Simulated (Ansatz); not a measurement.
Name crystals whose computed values (the program Ansatz at the HSE06 level (PAW)) fall in these windows: gap (eV) 2.9 to 3.8; B₀ by P(V) fit (GPa) 67 to 89.



```tsv
crystal	gap (eV)	B₀ by P(V) fit (GPa)
ZnS, wurtzite	3.35	74.7
BaO, rock salt	3.30	75.4
ZnS, R3m (Pearson symbol hR10)	3.33	74.7
BeSe, zinc blende	3.47	80.8
ZnS, zinc blende	3.28	75.0
```
Others may fit too.

Not the usual ambient phase: ZnS, R3m (Pearson symbol hR10). All cells were relaxed under the symmetry of their starts (and spin orders); stability against distortions was not tested throughout. Spin–orbit coupling is left out wherever it is not named.

Potentials: the later of the program's two PAW sets.
